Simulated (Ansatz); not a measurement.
Question: Name crystals whose computed values (DFT-LDA in the program Ansatz with PAW potentials) fall in these windows: highest Γ mode, no LO–TO term (cm⁻¹) 230 to 300; B₀ by P(V) fit (GPa) 56 to 79.

Answer: 

```
crystal                                      highest Γ mode, no LO–TO term (cm⁻¹)  B₀ by P(V) fit (GPa)
-------------------------------------------  ------------------------------------  --------------------
BaO, P6_3/mmc (Ba on 2d, O on 2c)                                             266                  68.4
Hg2SeS, P-4m2 (Hg on 2g, Se on 1d, S on 1b)                                   237                  62.2
CaS, rock salt                                                                243                  67.6
Ga, Cmcm (Ga on 8g)                                                           249                  56.7
GaAs, wurtzite                                                                270                  73.8
```
Others may fit too.

Not the usual ambient phase: BaO, P6_3/mmc (Ba on 2d, O on 2c); Ga, Cmcm (Ga on 8g); GaAs, wurtzite. Standing as an ambient phase not checked: Hg2SeS, P-4m2 (Hg on 2g, Se on 1d, S on 1b). All cells were relaxed under the symmetry of their starts (and spin orders); stability against distortions was not tested throughout. Scalar-relativistic: spin–orbit coupling is off unless named, which matters more the heavier the elements.

Potentials: the later of the program's two PAW sets.
